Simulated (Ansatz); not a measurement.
The cell of Zr₃TaZn is invented: random cell by space group and Wyckoff sites (Pm-3m, No. 221). The dimensions are guesses.

```
Zr Ta Zn
1.0
     4.33717    0.00000    0.00000
     0.00000    4.33717    0.00000
     0.00000    0.00000    4.33717
Zr Ta Zn
3 1 1
Direct
  0.00000 0.50000 0.50000
  0.50000 0.00000 0.50000
  0.50000 0.50000 0.00000
  0.00000 0.00000 0.00000
  0.50000 0.50000 0.50000
```

The calculation used Ansatz 0.2.0, DFT PBE, scalar-relativistic, plane waves, PAW. Cutoff 420 eV, Gaussian smearing, Γ-centred meshes. Cell and atoms relax first on a coarse mesh and then on a finer one. In between, the cell is made exact in the group found at 0.06 Å. In metals the finer mesh still leaves noise of several meV/atom or more. The steps can't lower the symmetry of their start. Collinear spin is switched on along the way, since trial moments persisted in a coarse test.

A guess keeps its type if space group and coordination stay and the shape of the cell changes little (axis ratios within about 15 %, angles within 6°); the volume may change.

Q: Does this structure survive the relaxation?

A: It keeps its type: symmetry leaves only the cell edge free. The symmetry stays Pm-3m (No. 221). The end has the antiperovskite type. The volume per atom grows by 44.8 %, from 16.3 to 23.6 Å³. The shortest distance goes from 2.17 Å (Zr–Zn) to 2.45 Å (Zr–Zn). Counting neighbours within 15 % of an atom's shortest distance, the start has Ta 12, Zn 6, Zr 2 and the end Ta 12, Zn 6, Zr 2.

The last run used collinear spin, an 8×8×8 mesh for its 5-atom cell and Gaussian smearing of 0.10 eV. Spin–orbit coupling, which can matter for Ta, is left out. Symmetry constrained the relaxation, so the result can be a saddle point.
